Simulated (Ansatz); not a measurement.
SiC (zinc blende, F-43m), plane-wave PAW PBE (Ansatz code). The conduction-band minimum lies at X, with 3 equivalent valleys. Second derivatives d²E/dk² of the lowest band at one valley (eV·Å²), along Cartesian directions:

| direction | d²E/dk² |
|---|---|
| [100] | 11.25 |
| [010] | 33.38 |
| [001] | 33.38 |
| [110] | 22.32 |
| [101] | 22.32 |
| [011] | 33.34 |

Find the principal effective masses, the density-of-states mass and the conductivity mass.

Off-diagonal terms follow from H_xy = H[110] − (H_xx + H_yy)/2, and m*/mₑ = 7.620 eV·Å² over each eigenvalue: 0.23, 0.23, 0.68. One valley's DOS mass (m₁m₂m₃)^(1/3) = 0.33, conductivity mass 3/(Σ 1/mᵢ) = 0.29 mₑ.

What effective density of states Nc follows at 300 K for parabolic valleys?

Nc = 2.509e19 × 3 × (0.33)^(3/2) ≈ 1.4e19 cm⁻³.

Symmetry was held in the PBE relaxation.

Potentials: the later of the program's two PAW sets.

Edges and masses are those of Kohn–Sham bands, whose gap is no quasiparticle gap.
